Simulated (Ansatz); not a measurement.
SiC:
```
CELL_PARAMETERS angstrom
      2.64040     0.00000     0.00000
      0.00000     2.64040     0.00000
      0.00000     0.00000     2.64040
ATOMIC_POSITIONS crystal
  Si 0.00000 0.00000 0.00000
  C  0.50000 0.50000 0.50000
```

Relaxed with PBE. Special points in fractions of this cell's reciprocal vectors: Γ (0.000, 0.000, 0.000); X (0.000, 0.500, 0.000); M (0.500, 0.500, 0.000); R (0.500, 0.500, 0.500).

Task: List the band energies nearest the Fermi level at these points for PBE in the plane-wave PAW code Ansatz.

Result: In eV from the Fermi level; about four levels below and three above (degenerate sets whole), none deeper than 8.9 eV; … stands for higher levels left out; points with the same levels are listed once.

```json
[
 {"k": "Γ", "below": "-1.13 -1.13 -1.13", "above": "1.49 4.94 4.94"},
 {"k": "X", "below": "–", "above": "0.87 0.87 5.01"},
 {"k": "M", "below": "-7.96 -7.96 -5.50", "above": "2.39 8.75 8.75"},
 {"k": "R", "below": "-4.40 -4.40 -4.40 -1.56 -1.56 -1.56", "above": "…"}
]
```

Space group Pm-3m (CsCl type). A made-up cell: these elements were put on the sites of a structure type; neither database checked (COD, Materials Project) lists it. It is not the phase usual at ambient conditions (space group No. 186, 216). The cell was relaxed with PBE under the symmetry of its start; its stability against distortions is not shown here.

Potentials: the later of the program's two PAW sets.
